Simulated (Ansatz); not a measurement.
Ansatz (an electronic-structure program) input:

Ansatz 0.2 input:
```yaml
crystal:
  lattice:
    - [3.6023379132, 0.0, 0.0]
    - [0.0, 3.6023379132, 0.0]
    - [0.0, 0.0, 7.9834786437]
  atoms:
    - { symbol: Zr, position: [0.0, 0.5, 0.7235916228] }
    - { symbol: Zr, position: [0.5, 0.0, 0.2764083772] }
    - { symbol: Ge, position: [0.5, 0.5, 0.0] }
    - { symbol: Ge, position: [0.0, 0.0, 0.0] }
    - { symbol: S, position: [0.0, 0.5, 0.3796898975] }
    - { symbol: S, position: [0.5, 0.0, 0.6203101025] }
kpoints:
  mp_grid: { grid: [16, 16, 8] }
hamiltonian:
  xc: pbesol
  pseudopotentials: { kind: paw }
scf:
  occupations: { method: fermi_dirac, width: 0.1 }
elastic: { mode: relaxed_ion, stencil: two_point, amplitude: 0.005, f_tol: 0.0005 }
```

Output (shortened):

```
Pseudopotentials: kind: paw
Pseudopotential: Zr, paw, valence charge 12
Pseudopotential: Ge, paw, valence charge 14
Pseudopotential: S, paw, valence charge 6
Functional definition: PBEsol
Crystal: 6 atoms, lattice volume = 103.600 Å³
Basis set: ecut = 420 eV, 2003 PW (Γ), exchange–correlation on 50×50×108 points (8 copies of the dense FFT grid, shifted against one another)
Bands: 39, of which v1, the nominal top of the filled ones, is band 32 counted from 1 (31 counted from 0)
Symmetry: 16 space group operations
Space group: P4/nmm (ITA 129), of the structure as read, at distance tolerance 4.7e-5 Å
k-points: 225 of 2048
PAW frozen core: Zr, regenerated for the run's functional, and the local potential with it
PAW frozen core: Ge, regenerated for the run's functional, and the local potential with it
PAW frozen core: S, regenerated for the run's functional, and the local potential with it
Initial wavefunctions: pseudopotential atomic-orbital guess
Eigensolver: davidson
Functional: x = pbesol(κ = 0.804, μ = 0.12345679012345678), c = pbesol(β = 0.046)
all-band conjugate gradients solve this SCF's bands
SCF 1 converged in 11 iterations: F = -18541.723221 eV  dr2 = 9.23e-14
relax step   1: F+E_penalty+E_count = -18541.72322094 eV  Δ(F+E_penalty+E_count) = +0.000e0 eV  max|allowed force component| = 3.837e-2 eV/Å  Δτ_max = 0.0000 Å  (11 SCF iters, accepted)
Crystal: 6 atoms, lattice volume = 103.600 Å³
Initial density: handed on by an earlier stage of this run
Initial wavefunctions: pseudopotential atomic-orbital guess (no wavefunctions were taken with the density)
SCF 2 converged in 13 iterations: F = -18541.723126 eV  dr2 = 3.24e-14
relax step   2: F+E_penalty+E_count = -18541.72312600 eV  Δ(F+E_penalty+E_count) = +9.494e-5 eV  max|allowed force component| = 5.270e-2 eV/Å  Δτ_max = 0.0063 Å  (13 SCF iters, rejected (line search))
density extrapolation: transplant  |δρ|_rms = 2.872e-2 e/Å³  SAD shift = 3.585e-3 e/Å³
Crystal: 6 atoms, lattice volume = 103.600 Å³
Initial wavefunctions: those handed on with the density
SCF 3 converged in 11 iterations: F = -18541.723323 eV  dr2 = 5.97e-15
relax step   3: F+E_penalty+E_count = -18541.72332330 eV  Δ(F+E_penalty+E_count) = -1.024e-4 eV  max|allowed force component| = 1.994e-4 eV/Å  Δτ_max = 0.0027 Å  (11 SCF iters, accepted)
Crystal: 6 atoms, lattice volume = 103.600 Å³
SCF 4 converged in 9 iterations: F = -18541.723323 eV  dr2 = 6.37e-14
Crystal: 6 atoms, lattice volume = 103.082 Å³
[...]
Crystal: 6 atoms, lattice volume = 103.600 Å³
Basis set: ecut = 420 eV, 2011 PW (Γ), exchange–correlation on 50×50×108 points (8 copies of the dense FFT grid, shifted against one another)
k-points: 365 of 2048
SCF 29 converged in 12 iterations: F = -18541.722381 eV  dr2 = 1.13e-14
relax step   1: F+E_penalty+E_count = -18541.72238069 eV  Δ(F+E_penalty+E_count) = +0.000e0 eV  max|allowed force component| = 5.520e-4 eV/Å  Δτ_max = 0.0000 Å  (12 SCF iters, accepted)
density extrapolation: transplant  |δρ|_rms = 2.877e-2 e/Å³  SAD shift = 3.753e-5 e/Å³
Crystal: 6 atoms, lattice volume = 103.600 Å³
SCF 30 converged in 8 iterations: F = -18541.722381 eV  dr2 = 1.18e-14
relax step   2: F+E_penalty+E_count = -18541.72238071 eV  Δ(F+E_penalty+E_count) = -2.135e-8 eV  max|allowed force component| = 8.908e-6 eV/Å  Δτ_max = 0.0000 Å  (8 SCF iters, accepted)
Crystal: 6 atoms, lattice volume = 103.600 Å³
SCF 31 converged in 10 iterations: F = -18541.722381 eV  dr2 = 2.59e-16
Crystal: 6 atoms, lattice volume = 103.600 Å³
SCF 32 converged in 12 iterations: F = -18541.722381 eV  dr2 = 5.01e-15
relax step   1: F+E_penalty+E_count = -18541.72238069 eV  Δ(F+E_penalty+E_count) = +0.000e0 eV  max|allowed force component| = 5.519e-4 eV/Å  Δτ_max = 0.0000 Å  (12 SCF iters, accepted)
density extrapolation: transplant  |δρ|_rms = 2.877e-2 e/Å³  SAD shift = 9.005e-5 e/Å³
Crystal: 6 atoms, lattice volume = 103.600 Å³
SCF 33 converged in 8 iterations: F = -18541.722381 eV  dr2 = 5.87e-14
relax step   2: F+E_penalty+E_count = -18541.72238067 eV  Δ(F+E_penalty+E_count) = +2.488e-8 eV  max|allowed force component| = 7.844e-4 eV/Å  Δτ_max = 0.0001 Å  (8 SCF iters, rejected (line search))
density extrapolation: transplant  |δρ|_rms = 2.877e-2 e/Å³  SAD shift = 5.253e-5 e/Å³
Crystal: 6 atoms, lattice volume = 103.600 Å³
SCF 34 converged in 8 iterations: F = -18541.722381 eV  dr2 = 2.17e-14
relax step   3: F+E_penalty+E_count = -18541.72238071 eV  Δ(F+E_penalty+E_count) = -2.135e-8 eV  max|allowed force component| = 1.976e-6 eV/Å  Δτ_max = 0.0000 Å  (8 SCF iters, accepted)
Crystal: 6 atoms, lattice volume = 103.600 Å³
SCF 35 converged in 10 iterations: F = -18541.722381 eV  dr2 = 1.58e-16
SCF converged after 9 iterations
Stability not checked: this state was not tested for a lower state beside it, because too few of the mixer's solves of this state at the end of the SCF gave a …
Free energy (F): -18541.723323 eV
Harris-Foulkes:  -18541.723323 eV  (|F-HF|=3.64e-12)
Internal energy: -18541.682431 eV  (E = F + TS)
E sigma→0 (E₀):  -18541.702877 eV
Entropy (-TS):   -0.040892 eV (-6.815 meV/atom)
Fermi energy:    13.880156 eV
--- Per-component energies (eV) ---
  E_band       = -304.476124
  E_kinetic    = 1111.714090
  E_local      = -6680.050377  (includes V_loc(G=0)·N_el)
  E_nonlocal   = 1059.160370
  E_hartree    = 2849.209664
  E_xc         = -669.958451
  E_vxc        = -694.061646  (∫ρ·V_xc dr)
  E_paw        = -10926.661849  (= ΣΔE_a)
  E_vpaw       = -799.658614  (= ΣTr[D̂ρ^β])
  E_aug_tail   = 0.000725  (compensation charges beyond the density's cutoff)
  E_ewald      = -5287.387815
  E_core_change = 2.291212  (= ΣΔE_core)
  E_smearing   = -0.040892  (= −TS)
  E_closure    = 0.000000  (closes the sum)
  Σ components = -18541.723323   (vs F -18541.723323, Δ=0.00e0)
--- Forces (eV/Å), atoms counted from 1 ---
  atom   1  Zr     0.00000000     0.00000000     0.00016582
  atom   2  Zr     0.00000000     0.00000000    -0.00016582
  atom   3  Ge     0.00000000     0.00000000     0.00000000
  atom   4  Ge     0.00000000     0.00000000     0.00000000
  atom   5  S      0.00000000     0.00000000    -0.00019936
  atom   6  S      0.00000000     0.00000000     0.00019936
  max |Σ_I F_I| component: 0.00e0 eV/Å
--- Stress (GPa, compression-positive) ---
        0.036144       0.000000       0.000000
        0.000000       0.036144       0.000000
        0.000000       0.000000       0.146538
  P = ⅓ Tr σ = 0.0729 GPa (0.729 kbar)
  The stress holds the Pulay correction. Without it, at fixed plane waves, as pw.x and ABINIT print it: P = 0.0466 GPa
  The stress includes an estimate of the error left by incomplete SCF convergence (largest component  0.0000 GPa; it does not cover the PAW one-centre terms).
--- Band table (eV; the first three rows and the last of 225) ---
  k-point 0: bands = ["-35.7531", "-35.7509", "-13.9015", "-13.8373", "-13.7735", "-13.7735", "-13.7695", "-13.7695", "-11.0806", "-10.9454", "-10.8192", "-10.7781", "-10.7781", "-10.6745", "-10.6600", "-10.6600", "-10.6122", "-10.5509", "-1.2000", "0.2950", …
  k-point 1: bands = ["-35.7530", "-35.7509", "-13.9000", "-13.8387", "-13.7741", "-13.7741", "-13.7688", "-13.7688", "-11.0806", "-10.9455", "-10.8192", "-10.7781", "-10.7781", "-10.6745", "-10.6600", "-10.6600", "-10.6122", "-10.5509", "-1.1846", "0.2565", …
  k-point 2: bands = ["-35.7529", "-35.7510", "-13.8963", "-13.8426", "-13.7752", "-13.7752", "-13.7677", "-13.7677", "-11.0806", "-10.9455", "-10.8192", "-10.7781", "-10.7781", "-10.6745", "-10.6600", "-10.6600", "-10.6122", "-10.5509", "-1.1449", "0.1657", …
  k-point 224: bands = ["-35.7278", "-35.7278", "-13.9471", "-13.9471", "-13.9417", "-13.9417", "-13.8221", "-13.8221", "-10.9318", "-10.9318", "-10.7908", "-10.7908", "-10.7842", "-10.7842", "-10.6491", "-10.6491", "-10.6049", "-10.6049", "0.2481", "0.2481", …
  band table: 39 of 39 bands, residual norms ≤ 1.0e-3 eV
--- Elastic constants: 4 strain directions × 2 members + reference (group order 16) ---
  dense FFT box of the reference and of every strained cell: 25×25×54
  strains applied: 11, 33, 23, 12; error gains …
  reference relaxed by the batch: 3 steps …
  largest displacement 2.7e-3 Å; the constants are those of the deck's cell at these positions:
  atoms:
    - { symbol: Zr, position: [0.0, 0.5, 0.7232540153311011] }
    - { symbol: Zr, position: [0.5, 2.719285778537828e-40, 0.2767459846688991] }
    - { symbol: Ge, position: [0.5, 0.5, 0.0] }
    - { symbol: Ge, position: [0.0, 0.0, 0.0] }
    - { symbol: S, position: [0.0, 0.5, 0.37971904777563303] }
    - { symbol: S, position: [0.5, 0.0, 0.620280952224367] }
  C = ∂σ_k/∂η_j (tension-positive GPa; Voigt order 11 22 33 23 13 12):
       238.054     87.591     72.205      0.000      0.000      0.000
        87.591    238.054     72.205      0.000      0.000      0.000
        72.291     72.291    247.554      0.000      0.000      0.000
         0.000      0.000      0.000     74.875      0.000      0.000
         0.000      0.000      0.000      0.000     74.875      0.000
         0.000      0.000      0.000      0.000      0.000    116.512
  reference stress σ⁰ (GPa):     -0.036     -0.036     -0.147      0.000      0.000      0.000
  moduli (Voigt/Reuss/Hill, GPa): K = 131.98/131.97/131.97   G = 86.02/83.51/84.77   E = 209.46   ν = 0.235
  mechanically stable: yes (min eigenvalue of sym C = 74.87 GPa)
  harmonic check of the ions' relaxations: strain 12: 1 pair too noisy to judge …
  the stresses are not corrected for the forces that the relaxations left standing (`elastic.f_tol`)
  strain η (Voigt 11):  stress-route row diagonal C_11 = 238.05 GPa, energy-path curvature d²(F+E_count+ΔE)/dδ²/Ω₀ = 238.05 GPa
         δ    σ_11 (GPa)             F (eV)   n_scf  n_hpsi   n_pw
    -5.000e-3      -1.2445      -18541.7212617      10  281188   2040   relax 3 steps, max|allowed force component| 1.18e-4 eV/Å
     5.000e-3       1.1361      -18541.7215348      10  279859   2064   relax 2 steps, max|allowed force component| 1.35e-4 eV/Å
  strain η (Voigt 33):  stress-route row diagonal C_33 = 247.55 GPa, energy-path curvature d²(F+E_count+ΔE)/dδ²/Ω₀ = 247.64 GPa
         δ    σ_33 (GPa)             F (eV)   n_scf  n_hpsi   n_pw
    -5.000e-3      -1.4156      -18541.7208140       9  154605   2046   relax 3 steps, max|allowed force component| 9.90e-5 eV/Å
     5.000e-3       1.0599      -18541.7218285       9  144662   2060   relax 3 steps, max|allowed force component| 1.14e-4 eV/Å
  strain η (Voigt 23):  stress-route row diagonal C_44 = 74.87 GPa, energy-path curvature d²(F+E_count+ΔE)/dδ²/Ω₀ = 74.91 GPa
         δ    σ_23 (GPa)             F (eV)   n_scf  n_hpsi   n_pw
    -5.000e-3      -0.3746      -18541.7227172       9  392159   2051   relax 4 steps, max|allowed force component| 4.32e-4 eV/Å
     5.000e-3       0.3741      -18541.7227172      10  427003   2051   relax 3 steps, max|allowed force component| 2.46e-4 eV/Å
  strain η (Voigt 12):  stress-route row diagonal C_66 = 116.51 GPa, energy-path curvature d²(F+E_count+ΔE)/dδ²/Ω₀ = 116.54 GPa
         δ    σ_12 (GPa)             F (eV)   n_scf  n_hpsi   n_pw
    -5.000e-3      -0.5826      -18541.7223807      10  252944   2052   relax 2 steps, max|allowed force component| 8.91e-6 eV/Å
     5.000e-3       0.5826      -18541.7223807      10  253028   2052   relax 3 steps, max|allowed force component| 1.98e-6 eV/Å
```

Cost: very roughly 70 core-minutes on shared cores.

The workflow started from a Materials Project entry (that database holds measured and hypothetical structures alike); the Crystallography Open Database files this formula in space group No. 129, but the cells were not matched. Whether it is the stable phase at ambient conditions was not checked. Symmetry was held in the PBEsol relaxation; whether a distortion lowers the energy is not shown. No spin polarisation was allowed. As this level gives no gap, shear constants depend on the k-mesh and smearing (Fermi–Dirac, 0.1 eV here). Spin–orbit coupling is left out wherever it is not named.

Potentials: the later of the program's two PAW sets.

Ansatz is a plane-wave DFT program.
